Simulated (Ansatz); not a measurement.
## What internal relaxation does to the elastic constants of In2O

Method: Ansatz, DFT PBEsol, scalar-relativistic, plane waves, PAW. Cutoff 420 eV, 12×12×4 k-points (Γ-centred), Fermi-Dirac smearing of 0.15 eV. No spin polarisation.

Relaxed structure:
```
In O
1.0
     3.35402    0.00000    0.00000
    -1.67701    2.90467    0.00000
     0.00000    0.00000   12.45340
In O
4 2
Direct
  0.00000 0.00000 0.38287
  0.00000 0.00000 0.61713
  0.66667 0.33333 0.11404
  0.33333 0.66667 0.88596
  0.66667 0.33333 0.30371
  0.33333 0.66667 0.69629
```

The cell was built by swapping an element in a database structure (itself possibly hypothetical) and relaxing; it need not be the stable form of this composition. In a metal, frequencies and elastic constants depend on the k mesh and the smearing, soft modes and shear constants most. A semilocal functional can close a gap that the real compound has.

Clamped-ion constants (GPa, Voigt order; atoms follow the strain homogeneously):
```
114.3  56.9  41.3 -15.4   0.0   0.0
 56.9 114.3  41.3  15.4   0.0   0.0
 41.2  41.2 133.3   0.0   0.0   0.0
-15.4  15.4   0.0  26.6   0.0   0.0
  0.0   0.0   0.0   0.0  26.6 -15.4
  0.0   0.0   0.0   0.0 -15.4  28.7
```

Problem. What are the constants once the atoms relax in each strained cell?

Solution.
C11 = 74.4, C12 = 35.6, C13 = 35.0, C14 = -4.2, C22 = 74.4, C23 = 35.0, C24 = 4.2, C33 = 100.4, C44 = 7.2, C55 = 7.2, C56 = -4.2, C66 = 19.4 GPa; the others vanish.
The Voigt shear modulus goes from 31.2 to 16.3 GPa and the Voigt bulk modulus from 71.2 to 51.2 GPa. Relaxation subtracts ΛᵀK⁻¹Λ/V, with Λ the forces that a strain puts on the atoms and K the zone-centre force constants. At a stable cell this can only lower the diagonal constants, and it acts only for strains that share their symmetry with an optical mode; elsewhere, and where the coupling is weak, the constants hardly move.

Cost: 2 runs of about 57 core-minutes in all, on Intel Xeon Platinum 8375C (Ice Lake), AMD EPYC (Zen 3) (shared hosts).